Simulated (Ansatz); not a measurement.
An Ansatz (a program for electronic structure) run. Input:

Ansatz 0.2 input:
```yaml
crystal:
  lattice:
    - [3.7725078168, 0.0, 0.0]
    - [0.0, 3.7725078168, 0.0]
    - [0.0, 0.0, 3.7725078168]
  atoms:
    - { symbol: V, position: [0.0, 0.0, 0.0] }
    - { symbol: Ir, position: [0.5, 0.5, 0.0] }
    - { symbol: Ir, position: [0.0, 0.5, 0.5] }
    - { symbol: Ir, position: [0.5, 0.0, 0.5] }
kpoints:
  mp_grid: { grid: [11, 11, 11] }
hamiltonian:
  xc: lda
  pseudopotentials: { kind: paw }
scf:
  occupations: { method: fermi_dirac, width: 0.1 }
phonons:
  method: dfpt
  response_accuracy: low
  eigenvectors: true
  rigid_motions: translations
```

Output (shortened):

```
Pseudopotential: V, paw, valence charge 13
Pseudopotential: Ir, paw, valence charge 17
Functional definition: SPW92
Crystal: 4 atoms, lattice volume = 53.690 Å³
Basis set: ecut = 420 eV, 1021 PW (Γ), exchange–correlation on 54×54×54 points (8 copies of the dense FFT grid, shifted against one another)
Bands: 39, of which v1, the nominal top of the filled ones, is band 32 counted from 1 (31 counted from 0)
Symmetry: 48 space group operations
k-points: 216 of 1331 (irreducible under 8 space group operations)
SCF iter   1: F=—  HF=-37852.657630 eV  |F-HF|=—  |Δ(HF+E_count)|=         —  Δρ=1.57e-2  dr2=1.77e-1  ethr=1.77e-3  ⟨swp⟩=5.1  Hψ=26794  notcnv=0
preconditioner: auto → Kerker (q_TF=auto, 2.809 Å⁻¹)
SCF iter   2: F=—  HF=-37852.650403 eV  |F-HF|=—  |Δ(HF+E_count)|=   7.23e-3  Δρ=8.02e-3  dr2=4.80e-2  ethr=2.76e-4  ⟨swp⟩=1.4  Hψ=10300  notcnv=0
SCF iter   3: F=—  HF=-37852.647474 eV  |F-HF|=—  |Δ(HF+E_count)|=   2.93e-3  Δρ=5.10e-4  dr2=6.32e-5  ethr=7.51e-5  ⟨swp⟩=1.0  Hψ=8426  notcnv=0
SCF iter   4: F=—  HF=-37852.647481 eV  |F-HF|=—  |Δ(HF+E_count)|=   7.13e-6  Δρ=1.07e-4  dr2=5.48e-6  ethr=9.87e-8  ⟨swp⟩=2.1  Hψ=12652  notcnv=0
SCF iter   5: F=—  HF=-37852.647484 eV  |F-HF|=—  |Δ(HF+E_count)|=   2.88e-6  Δρ=2.15e-5  dr2=3.61e-7  ethr=8.56e-9  ⟨swp⟩=2.0  Hψ=11538  notcnv=0
SCF iter   6: F=—  HF=-37852.647484 eV  |F-HF|=—  |Δ(HF+E_count)|=   8.78e-8  Δρ=1.17e-5  dr2=1.02e-7  ethr=5.65e-10  ⟨swp⟩=2.0  Hψ=14683  notcnv=0
SCF iter   7: F=—  HF=-37852.647484 eV  |F-HF|=—  |Δ(HF+E_count)|=   1.28e-8  Δρ=2.27e-6  dr2=2.19e-9  ethr=1.59e-10  ⟨swp⟩=1.1  Hψ=8464  notcnv=0
SCF iter   8: F=—  HF=-37852.647484 eV  |F-HF|=—  |Δ(HF+E_count)|=  2.62e-10  Δρ=4.74e-7  dr2=1.03e-10  ethr=3.42e-12  ⟨swp⟩=2.5  Hψ=12464  notcnv=0
SCF iter   9: F=-37852.647484 eV  HF=-37852.647484 eV  |F-HF|=7.28e-12  |Δ(HF+E_count)|=  7.28e-12  Δρ=6.81e-8  dr2=1.68e-12  ethr=1.00e-12  ⟨swp⟩=5.1  Hψ=34020  notcnv=0
SCF 1 converged in 9 iterations: F = -37852.647484 eV  dr2 = 1.68e-12
DFPT response loops at Γ: preconditioner auto → Kerker (q_TF=auto, 2.809 Å⁻¹) (partly filled bands, converged f_vac=0.000) …
SCF converged after 9 iterations
Free energy (F): -37852.647484 eV
Harris-Foulkes:  -37852.647484 eV  (|F-HF|=7.28e-12)
Internal energy: -37852.568169 eV  (E = F + TS)
E sigma→0 (E₀):  -37852.607826 eV
Entropy (-TS):   -0.079315 eV (-19.829 meV/atom)
Fermi energy:    24.371958 eV
--- Per-component energies (eV) ---
  E_band       = -370.317735
  E_kinetic    = 2211.383726
  E_local      = -3997.816903  (includes V_loc(G=0)·N_el)
  E_nonlocal   = 196.530461
  E_hartree    = 1600.353514
  E_xc         = -932.264579
  E_vxc        = -1069.310899  (∫ρ·V_xc dr)
  E_paw        = -27920.493085  (= ΣΔE_a)
  E_vpaw       = -911.811521  (= ΣTr[D̂ρ^β])
  E_aug_tail   = 0.000360  (compensation charges beyond the density's cutoff)
  E_ewald      = -9011.842619
  E_core_change = 1.580956  (= ΣΔE_core)
  E_smearing   = -0.079315  (= −TS)
  E_closure    = 0.000000  (closes the sum)
  Σ components = -37852.647484   (vs F -37852.647484, Δ=0.00e0)
  [band-id]    e_kinetic+e_local+e_nonlocal+2·e_hartree+e_vxc+e_vpaw+e_augmentation_tail = -370.317749   (vs E_band -370.317735, Δ=-1.40e-5)
--- Band table (eV; the first three rows and the last of 216) ---
  k-point 0: bands = ["-68.3187", "-68.2346", "-68.2346", "-39.8146", "-25.4339", "-25.4339", "-25.4339", "-25.0227", "-25.0227", "-25.0227", "-24.7967", "-24.7967", "-24.7967", "-13.9711", "-13.9711", "-13.9711", "13.8599", "16.6261", "17.2734", "17.2734", …
  k-point 1: bands = ["-68.3172", "-68.2361", "-68.2346", "-39.8147", "-25.4265", "-25.4265", "-25.4217", "-25.0249", "-25.0249", "-25.0235", "-24.8104", "-24.8022", "-24.8022", "-13.9737", "-13.9718", "-13.9718", "13.9846", "16.7130", "17.3226", "17.3818", …
  k-point 2: bands = ["-68.3128", "-68.2405", "-68.2346", "-39.8148", "-25.4055", "-25.4055", "-25.3861", "-25.0320", "-25.0320", "-25.0256", "-24.8503", "-24.8167", "-24.8167", "-13.9806", "-13.9737", "-13.9737", "14.3486", "16.9604", "17.4561", "17.6967", …
  k-point 215: bands = ["-68.2634", "-68.2617", "-68.2617", "-39.8132", "-25.6432", "-25.3572", "-25.3563", "-25.3563", "-24.8418", "-24.8418", "-24.8095", "-24.8095", "-24.8089", "-13.9783", "-13.9771", "-13.9771", "16.7922", "16.8776", "16.8776", "17.2937", …
--- Phonons (Γ-DFPT): 3 representative perturbations + reference, on 216 of 1331 k-points (Σ response iterations 9) ---
  ASR residual: 3.895e-4 → 0.000e0 eV/Å²; symmetrization residual: 4.757e-5 eV/Å²
  ASR residual per site (eV/Å²): 3.89e-4 2.77e-4 2.77e-4 2.77e-4
  Γ frequencies (cm⁻¹): 0.00 0.00 0.00 126.07 126.07 126.07 139.81 139.81 139.81 187.59 187.59 187.59
  non-analytic LO–TO correction: not included (Born effective charges unavailable; polar crystals: no LO–TO splitting at Γ)
```

Cost: about 120 core-seconds (a rough figure) on shared cores.

Space group Pm-3m (Cu3Au type). The workflow started from a Materials Project entry (that database holds measured and hypothetical structures alike); the Crystallography Open Database files this formula in space group No. 221, but the cells were not matched. Whether it is the stable phase at ambient conditions was not checked. The cell was relaxed with LDA under the symmetry of its start; whether a distortion lowers the energy is not shown. The run is not spin-polarised. As this level gives no gap, phonon frequencies hold no LO–TO term and depend on the k-mesh and smearing (Fermi–Dirac, 0.1 eV here). Spin–orbit coupling is left out wherever it is not named.

Potentials: the later of the program's two PAW sets.

Ansatz is a plane-wave DFT program.
